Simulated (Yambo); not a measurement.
G0W0@PBEsol for ZnCl2 (space group P4_2/nmc, No. 137) in Yambo. Reference settings: 4×4×1 Γ-centred k mesh, bands 9 to 221 and a 7 Ry block in the screening, 221 bands in G with the Bruneval-Gonze terminator, plasmon pole fitted at 27.2 eV. The PBEsol gap Γ → Γ on this mesh is 3.67 eV; G0W0 gaps are taken between the same points.

The settings were changed. The gap went from 6.21 eV to 6.05 eV, and the shift of the valence edge from -1.63 eV to -1.41 eV.

Q: Name the change that produced these shifts.
A) 146 bands in G, no terminator
B) 108 bands in W
C) 146 bands in W, 146 bands in G
D) 3 Ry block

A: D, 3 Ry block. The others gave (gap, valence shift): 108 bands in W: 6.29, -1.54 eV; 146 bands in G, no terminator: 6.17, -1.38 eV; 146 bands in W, 146 bands in G: 6.26, -1.57 eV.

Geometry relaxed with PBE+D3(BJ); primitive cell a = b = 3.6786 Å, c = 10.7475 Å, α = β = γ = 90.00°.

A shift is the quasiparticle energy of the state minus its PBEsol energy.
